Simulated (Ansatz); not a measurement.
Ti2GeB2:
```
Ti2GeB2
1.0
    3.02987     0.00000     0.00000
   -1.51493     2.62394     0.00000
    0.00000     0.00000     7.30575
Ti Ge B
2 1 2
Direct
  0.33333   0.66667   0.71360
  0.33333   0.66667   0.28640
  0.00000   0.00000   0.00000
  0.00000   0.00000   0.50000
  0.66667   0.33333   0.50000
```

This is the r²SCAN-relaxed structure.

Q: All from r²SCAN (plane waves, PAW; program Ansatz), unless another level is named. Give the electronic character.

A: metallic (no gap).

Q: And the density of states at the Fermi level?

A: 0.24 states/eV per atom (mean over ±0.08 eV).

Q: Next, the formation energy from the elements (no fitted shifts)?

A: -0.90 eV/atom.

Q: And the gap with spin–orbit coupling?

A: none (metallic).

Space group P-6m2. The start of the workflow was typed in or built on a structure type; neither database checked (COD, Materials Project) lists it. Its standing as an ambient phase is unchecked. Symmetry was held in the r²SCAN relaxation; its stability against distortions is not shown here. The run is not spin-polarised. The references are the lowest solids computed at this level, not always the standard phases. Spin–orbit coupling is left out wherever it is not named.

Potentials: the earlier of the program's two PAW sets. The files were generated under PBE; for other functionals the program regenerates the frozen cores, and for LDA and PBEsol the local potential too.
